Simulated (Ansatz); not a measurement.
A geometry of Te₂Mo away from equilibrium: step 2 of the relaxation of a relaxed Te2Mo cell stretched uniformly to 130 % of its volume. Level of theory: r2SCAN (plane waves to 500 eV, PAW, scalar-relativistic; Ansatz, a program for electronic structure). Γ-centred k-mesh 7×7×2 on the run's cell (coarser than for final values), Fermi–Dirac smearing 0.05 eV. The plane waves were selected for a different cell earlier on the path.

```
CELL_PARAMETERS angstrom
      3.72791     0.00000     0.00000
     -1.86396     3.22847     0.00000
      0.00000     0.00000    15.42050
ATOMIC_POSITIONS crystal
  Mo 0.33333 0.66667 0.75000
  Mo 0.66667 0.33333 0.25000
  Te 0.33333 0.66667 0.14069
  Te 0.66667 0.33333 0.64069
  Te 0.66667 0.33333 0.85931
  Te 0.33333 0.66667 0.35931
```

### Question
Give the Cartesian forces on all atoms (eV/Å).

### Answer
```json
[
 {"atom": "Mo1", "Fx": "0.00", "Fy": "0.00", "Fz": "0.00"},
 {"atom": "Mo2", "Fx": "0.00", "Fy": "0.00", "Fz": "0.00"},
 {"atom": "Te3", "Fx": "0.00", "Fy": "0.00", "Fz": "-0.77"},
 {"atom": "Te4", "Fx": "0.00", "Fy": "0.00", "Fz": "-0.77"},
 {"atom": "Te5", "Fx": "0.00", "Fy": "0.00", "Fz": "0.77"},
 {"atom": "Te6", "Fx": "0.00", "Fy": "0.00", "Fz": "0.77"}
]
```

The path ends in P6₃/mmc (No. 194) (AFLOW prototype AB2_hP6_194_c_f (C7, as in MoS2)). No spin polarisation in the result. No dispersion correction is included, so spacings between layers, chains or molecules are soft and tend to come out too large.

The run could not lose the symmetry of its start.

Without dispersion the volume is uncertain too.
